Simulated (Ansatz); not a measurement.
BAs (zinc blende)

```yaml
crystal:
  lattice:
    - [0.00000, 4.80934, 4.80934]
    - [2.40467, 2.40467, 4.80934]
    - [2.40467, 2.40467, 0.00000]
  atoms:
    - { symbol: As, position: [0.00000, 0.75000, 0.75000] }
    - { symbol: As, position: [0.50000, 0.75000, 0.75000] }
    - { symbol: B, position: [0.00000, 0.00000, 0.00000] }
    - { symbol: B, position: [0.50000, 0.00000, 0.00000] }
```

A phonon eigenvector at X = (0.5, 0.5, 0.0) is frozen into this cell: atom i moves by Q times the vector below, so Q is the largest atomic displacement, in Å. The cell is held. It is one choice among 2 degenerate patterns. (q is in reciprocal vectors of the primitive cell; the cell shown is doubled to hold the pattern.)

```csv
atom,x,y,z
As1,-0.105,0.000,0.000
As2,0.105,0.000,0.000
B3,0.000,1.000,0.000
B4,0.000,-1.000,0.000
```

Computed with PBE (plane waves to 420 eV, PAW, scalar-relativistic; Ansatz, a first-principles code). k mesh 12×12×12 (Γ-centred), Fermi-Dirac smearing 0.05 eV. Energies are smeared free energies. Compression counts positive. BAs was relaxed with its symmetry unable to fall. The zero of ΔE is the undisplaced structure.

```json
[
 {"Q (Å)": "-0.280", "ΔE (meV/cell)": "1219", "−dE/dQ from forces (eV/Å)": "8.462", "P (GPa)": "7.8"},
 {"Q (Å)": "-0.233", "ΔE (meV/cell)": "853", "−dE/dQ from forces (eV/Å)": "7.181", "P (GPa)": "5.5"},
 {"Q (Å)": "-0.187", "ΔE (meV/cell)": "550", "−dE/dQ from forces (eV/Å)": "5.823", "P (GPa)": "3.5"},
 {"Q (Å)": "-0.140", "ΔE (meV/cell)": "311", "−dE/dQ from forces (eV/Å)": "4.410", "P (GPa)": "2.0"},
 {"Q (Å)": "-0.093", "ΔE (meV/cell)": "138", "−dE/dQ from forces (eV/Å)": "2.959", "P (GPa)": "0.9"},
 {"Q (Å)": "-0.047", "ΔE (meV/cell)": "35", "−dE/dQ from forces (eV/Å)": "1.485", "P (GPa)": "0.2"},
 {"Q (Å)": "0.000", "ΔE (meV/cell)": "0", "−dE/dQ from forces (eV/Å)": "0.000", "P (GPa)": "0.0"},
 {"Q (Å)": "0.047", "ΔE (meV/cell)": "35", "−dE/dQ from forces (eV/Å)": "-1.485", "P (GPa)": "0.2"},
 {"Q (Å)": "0.093", "ΔE (meV/cell)": "138", "−dE/dQ from forces (eV/Å)": "-2.959", "P (GPa)": "0.9"},
 {"Q (Å)": "0.140", "ΔE (meV/cell)": "311", "−dE/dQ from forces (eV/Å)": "-4.410", "P (GPa)": "2.0"},
 {"Q (Å)": "0.187", "ΔE (meV/cell)": "550", "−dE/dQ from forces (eV/Å)": "-5.823", "P (GPa)": "3.5"},
 {"Q (Å)": "0.233", "ΔE (meV/cell)": "853", "−dE/dQ from forces (eV/Å)": "-7.181", "P (GPa)": "5.5"},
 {"Q (Å)": "0.280", "ΔE (meV/cell)": "1219", "−dE/dQ from forces (eV/Å)": "-8.462", "P (GPa)": "7.8"}
]
```

Key numbers:

| Property | Result |
|---|---|
| Energy at Q = 0.280 Å | 1219 meV/cell |
| Space group of the distorted cell | C222_1 (No. 20), lowered from F-43m |
| Symmetry of the curve | even: the same for both signs |
| Shape of the curve | a single well with its minimum at or next to zero displacement |
| Harmonic wavenumber from the curvature (finite differences) | 610 cm⁻¹ |
| Wavenumber by perturbation theory (DFPT, on another k mesh) | 610 cm⁻¹ |

(A displaced cell: forces are minus the slopes of the energy, force constants its curvatures, and phonons follow from these.)
